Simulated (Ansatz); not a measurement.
## N-14 nuclear quadrupole resonance in ZnPtC₆N₆

Cell: a COD entry whose atoms were relaxed with PBE, the cell held.

Space group Fm-3m (No. 225); a = 10.5234 Å.

```csv
site,Wyckoff,site symmetry,x,y,z
Zn,4b,m-3m,0.5000,0.5000,0.5000
Pt,4a,m-3m,0.0000,0.0000,0.0000
C,24e,4m.m,0.5000,0.5000,0.1902
N,24e,4m.m,0.5000,0.5000,0.3001
```

One atom of each set is listed; the run and its k-mesh use a cell of 14 atoms with edges of 7.44, 7.44, 7.44 Å.

Computed with Ansatz: DFT, r2SCAN, plane waves and PAW, scalar-relativistic, 500 eV cutoff, Γ-centred 5×5×5 k-points, Fermi–Dirac smearing 0.05 eV.

N-14: I = 1, Q = 20.44 mb (year-2017 value). Static lattice, zero field.

Q: The simulated lines lie at 2.26 MHz. What are |C_Q|, η and |V_zz| at N?

A: For I = 1 the lines are ν± = (3/4)|C_Q|(1 ± η/3) and ν₀ = |C_Q|η/2. Here |C_Q| = 3.01 MHz, η = 0.00 and |V_zz| = 6.09 × 10²¹ V/m². The calculation gives V_zz negative; the lines don't show the sign. The site has 1 C at 1.16 Å, 1 Zn at 2.10 Å, angle 180°; also 1 Pt at 3.16 Å.

An axis of threefold or higher order runs through N, so V_zz lies along it and η is zero.

The largest force is 0.8 eV/Å, so the atoms aren't at the calculated equilibrium and relaxing them would move these values. The database entry as given showed forces above 3 eV/Å or a pressure above 30 GPa, though relaxing it moves no atom far.

The run took 37 s of wall time (37 s of CPU time) and 1.6 GiB at its peak, on 1 thread of Arm Neoverse V2 (aarch64; 28 cores open to the job, memory cap 3.0 GiB, no GPU), a shared host with a load of 0.8 a core.
